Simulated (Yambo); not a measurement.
Yambo run on CdS (wurtzite, space group P6_3mc, No. 186). The wavefunctions come from this Quantum ESPRESSO step (PBEsol, PseudoDojo standard norm-conserving files, fully relativistic):

```
&CONTROL
  calculation = 'nscf'
  pseudo_dir = './pseudo'
  outdir = './out'
/
&SYSTEM
  ibrav = 0
  nat = 4
  ntyp = 2
  ecutwfc = 102.0
  ecutrho = 408.0
  occupations = 'fixed'
  force_symmorphic = .true.
  nbnd = 238
  noncolin = .true.
  lspinorb = .true.
/
&ELECTRONS
  conv_thr = 4e-09
  diago_full_acc = .true.
  diago_thr_init = 1e-08
/
ATOMIC_SPECIES
S 32.0600 S.upf
Cd 112.4140 Cd.upf
CELL_PARAMETERS angstrom
  4.125053362735   0.000000000000   0.000000000000
 -2.062526681367   3.572401004095   0.000000000000
  0.000000000000   0.000000000000   6.709232123000
ATOMIC_POSITIONS crystal
S   0.666666667000   0.333333333000   0.876808976300
S   0.333333333667   0.666666666333   0.376808976300
Cd   0.666666667000   0.333333333000   0.500191023700
Cd   0.333333333667   0.666666666333   0.000191023700
K_POINTS automatic
3 3 2 0 0 0
```

Yambo input:

```
rim_cut
gw0
dyson
el_el_corr
HF_and_locXC
ppa
em1d
RandQpts= 1000000
RandGvec= 1 Ry
EXXRLvcs= 102 Ry
VXCRLvcs= 408 Ry
Chimod= "HARTREE"
% BndsRnXp
 17 | 236 |
%
NGsBlkXp= 6 Ry
% LongDrXp
 1.0 | 1.0 | 1.0 |
%
PPAPntXp= 27.2114 eV
% GbndRnge
 1 | 236 |
%
GTermKind= "BG"
DysSolver= "n"
ExtendOut
% QPkrange
 1 | 1 | 50 | 54 |
 2 | 2 | 52 | 53 |
 5 | 5 | 52 | 53 |
 6 | 6 | 52 | 53 |
%
```

k points by index: 1 = Γ, 2 = A, 5 = K, 6 = H.

Resulting energies as the program prints them:

```
#    K-point    Band    Eo [eV]    E [eV]    E-Eo [eV]    Vxc [eV]    Vnlxc [eV]    Sc|Eo [eV]    Sc|E [eV]    dSc/dw|Eo [eV]    Re(Z)    Im(Z)
#
    1    50    -0.015847    -0.656885    -0.641038    -15.26044    -18.36584    2.289552    2.464366    -7.419412    0.785754    -0.001448
    1    51    -0.41389E-12    -0.648116    -0.648116    -15.24505    -18.37368    2.303657    2.480521    -7.424403    0.785641    -0.001449
    1    52    0.000000    -0.648116    -0.648116    -15.24505    -18.37368    2.303657    2.480521    -7.424403    0.785641    -0.001449
    1    53    1.079299    1.545048    0.465749    -10.83160    -6.684124    -3.574995    -3.681723    -6.234067    0.813603    -0.001316
    1    54    1.079299    1.545053    0.465754    -10.83160    -6.684125    -3.574988    -3.681717    -6.234072    0.813603    -0.001316
    2    52    -0.398414    -1.063277    -0.664863    -14.75234    -17.97449    2.375005    2.557289    -7.459166    0.784853    -0.001468
    2    53    2.738841    3.247905    0.509063    -11.26994    -6.869417    -3.771471    -3.891459    -6.412261    0.809291    -0.001346
    5    52    -1.708121    -2.424614    -0.716493    -13.45258    -16.86196    2.495701    2.692895    -7.487910    0.784203    -0.001396
    5    53    4.474501    4.695047    0.220545    -9.355622    -5.387710    -3.699397    -3.747368    -5.915363    0.821430    -0.001303
    6    52    -1.159551    -1.818239    -0.658689    -13.78938    -17.04282    2.412101    2.594755    -7.544318    0.782930    -0.001507
    6    53    4.266187    4.885226    0.619039    -11.62372    -6.938909    -3.921000    -4.065775    -6.362625    0.810487    -0.001361
```
(The two width columns are left out.) Convergence of these settings isn't established.

Geometry relaxed with PBEsol.
